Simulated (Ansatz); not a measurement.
Al2O3:
```
CELL_PARAMETERS angstrom
      4.85220     2.74205     0.00000
     -4.85220     2.74205     0.00000
     -3.07178     0.00000     4.73377
ATOMIC_POSITIONS crystal
  Al 0.15895 0.99363 0.51738
  Al 0.00637 0.84105 0.01738
  Al 0.80001 0.31254 0.49257
  Al 0.68746 0.19999 0.99257
  O  0.30550 0.97957 0.88505
  O  0.02043 0.69450 0.38505
  O  0.87695 0.13162 0.86412
  O  0.86838 0.12305 0.36412
  O  0.75941 0.56648 0.86592
  O  0.43352 0.24059 0.36592
```

Relaxed with r²SCAN. Independent-particle spectrum: no excitons, no local fields, no scissors shift; 0.1 eV broadening; ε₁ of the summed bands alone.

**Question.** Tabulate the dielectric function from r²SCAN (plane waves, PAW; program Ansatz).

**Answer.** 

```tsv
E (eV)	ε₁ xx	ε₂ xx	ε₁ yy	ε₂ yy	ε₁ zz	ε₂ zz
0.0	2.38	0.00	2.38	0.00	2.49	0.00
0.5	2.38	0.00	2.38	0.00	2.49	0.00
1.0	2.39	0.00	2.39	0.00	2.50	0.00
1.5	2.40	0.00	2.40	0.00	2.52	0.00
2.0	2.42	0.00	2.42	0.00	2.54	0.00
2.5	2.45	0.00	2.45	0.00	2.58	0.00
3.0	2.49	0.00	2.48	0.00	2.62	0.00
3.5	2.54	0.00	2.53	0.00	2.68	0.00
4.0	2.60	0.00	2.59	0.00	2.76	0.00
4.5	2.69	0.00	2.67	0.00	2.89	0.00
5.0	2.82	0.08	2.80	0.02	3.08	0.15
5.5	2.91	0.16	3.00	0.08	3.16	0.37
6.0	3.01	0.20	3.09	0.22	3.13	0.49
6.5	3.27	0.37	3.28	0.44	3.15	0.56
7.0	3.26	0.66	3.28	0.71	3.23	0.63
7.5	3.22	0.84	3.21	0.94	3.31	0.76
8.0	3.27	0.95	3.21	0.95	3.50	0.90
8.5	3.45	1.31	3.62	1.19	3.75	1.09
9.0	3.36	1.86	3.15	1.93	4.45	2.44
9.5	2.63	1.89	2.82	1.88	2.87	2.29
10.0	2.49	1.83	2.52	1.97	2.82	2.45
10.5	2.67	1.70	2.69	2.22	2.44	2.34
11.0	2.59	1.84	2.02	2.18	2.69	2.46
11.5	2.34	2.04	1.93	1.98	2.13	3.15
12.0	2.26	2.27	1.86	1.84	1.71	3.08
```

**Question.** From ε at 5.7 eV (xx: 2.94 + 0.18i), find n, k, the normal reflectivity and the absorption coefficient.

**Answer.** n = 1.72, k = 0.052, R = 7 %, α = 2kE/ħc = 30000 cm⁻¹.

With all bands, ε∞ without local fields is 2.52 (xx), 2.52 (yy), 2.62 (zz).

Space group Cc. The start of the workflow was typed in or built on a structure type; neither database checked (COD, Materials Project) lists it. It is not the phase usual at ambient conditions (space group No. 167). The cell was relaxed with r²SCAN under the symmetry of its start; whether a distortion lowers the energy is not shown.

Potentials: the earlier of the program's two PAW sets.
